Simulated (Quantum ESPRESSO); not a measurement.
# Kohn-Sham bands of ZnCdS2 (P-4m2)

```
CELL_PARAMETERS angstrom
      3.95435     0.00000     0.00000
      0.00000     3.95435     0.00000
      0.00000     0.00000     5.71912
ATOMIC_POSITIONS crystal
  Zn 0.00000 0.00000 0.50000
  Cd 0.50000 0.50000 0.00000
  S  0.50000 0.00000 0.27642
  S  0.00000 0.50000 0.72358
```

Materials Project entry mp-971712; symmetrised, unrelaxed at this level. Not found in the COD (Crystallography Open Database) copy used; not checked further. Method: PBEsol plane waves in Quantum ESPRESSO 7.5 (PseudoDojo norm-conserving files, 82 Ry, spinors with spin-orbit coupling), Bloch states on a 4×4×4 mesh through Γ, Wannier90 4.0.1. Density: 8×8×6 mesh, cold smearing 0.01 Ry.

**Question.** List the Kohn-Sham levels between −8 and 4.3 eV relative to the valence-band maximum at the high-symmetry points, as a band run of pw.x on that density gives them (levels within 2 meV counted together).

**Answer.** 
```json
[
 {"point": "Γ", "k (reciprocal lattice)": "0.000 0.000 0.000", "levels (eV)": "-7.96 (×2), -7.86 (×2), -7.35 (×2), -7.28 (×2), -7.11 (×2), -6.33 (×2), -6.20 (×2), -6.01 (×2), -5.92 (×2), -5.74 (×2), -4.40 (×2), -2.11 (×2), -2.11 (×2), -0.21 (×2), -0.03 (×2), 0.00 (×2), 1.28 (×2), 3.43 (×2), 4.08 (×2)"},
 {"point": "X", "k (reciprocal lattice)": "0.000 0.500 0.000", "levels (eV)": "-7.95 (×2), -7.74 (×2), -7.34 (×2), -7.18 (×2), -7.03 (×2), -6.31 (×2), -6.14 (×2), -6.00 (×2), -5.83 (×2), -5.76 (×2), -4.03 (×2), -3.57 (×2), -2.59 (×2), -2.15 (×2), -1.11 (×2), -0.64 (×2), 4.13 (×2)"},
 {"point": "M", "k (reciprocal lattice)": "0.500 0.500 0.000", "levels (eV)": "-7.85 (×2), -7.70 (×2), -7.22 (×2), -7.08 (×2), -7.03 (×2), -6.25 (×2), -6.04 (×2), -5.96 (×2), -5.70 (×2), -5.68 (×2), -4.78 (×2), -3.88 (×2), -2.23 (×2), -2.10 (×2), -2.08 (×2), -1.98 (×2), 3.22 (×2), 3.27 (×2), 3.70 (×2)"},
 {"point": "Z", "k (reciprocal lattice)": "0.000 0.000 0.500", "levels (eV)": "-7.96 (×2), -7.95 (×2), -7.41 (×2), -7.25 (×2), -7.13 (×2), -6.35 (×2), -6.34 (×2), -6.10 (×2), -5.91 (×2), -5.80 (×2), -2.62 (×2), -2.59 (×2), -1.46 (×2), -1.46 (×2), -0.87 (×2), -0.86 (×2), 3.71 (×2), 3.76 (×2)"},
 {"point": "R", "k (reciprocal lattice)": "0.000 0.500 0.500", "levels (eV)": "-7.94 (×2), -7.70 (×2), -7.32 (×2), -7.13 (×2), -7.00 (×2), -6.27 (×2), -6.08 (×2), -5.92 (×2), -5.78 (×2), -5.70 (×2), -5.03 (×2), -4.73 (×2), -1.11 (×2), -0.94 (×2), -0.84 (×2), -0.59 (×2), 2.83 (×2), 2.93 (×2)"},
 {"point": "A", "k (reciprocal lattice)": "0.500 0.500 0.500", "levels (eV)": "-7.82 (×2), -7.66 (×2), -7.20 (×2), -7.04 (×2), -7.02 (×2), -6.23 (×2), -6.01 (×2), -5.94 (×2), -5.66 (×2), -5.60 (×2), -4.83 (×2), -3.69 (×2), -2.63 (×2), -2.56 (×2), -2.51 (×2), -2.42 (×2)"}
]
```
